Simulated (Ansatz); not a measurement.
## Notes on Li

```yaml
crystal:
  lattice:
    - [-1.75919, 1.75919, 1.75919]
    - [1.75919, -1.75919, 1.75919]
    - [1.75919, 1.75919, -1.75919]
  atoms:
    - { symbol: Li, position: [0.00000, 0.00000, 0.00000] }
```

Method: r2SCAN, no spin polarisation; PAW, plane waves to 500 eV, 13×13×13 Γ-centred mesh, fermi-dirac occupations (width 0.1 eV) (Ansatz 0.2.0), atoms fixed.

**Stress.** The pressure is -0.4 GPa (compression positive), so with the atoms held at these fractions the cell is close to zero pressure.
**At the Fermi level.** It is a metal, with about 0.46 states/eV a cell as the mean within 0.25 eV of the Fermi level.
**Contacts.** Li–Li at 3.05 Å: least valence density 0.05 e/Å³ and ELF 0.05 there. Both are smooth PAW fields, read partly inside the augmentation spheres.

Origin: a database entry at a rescaled volume.
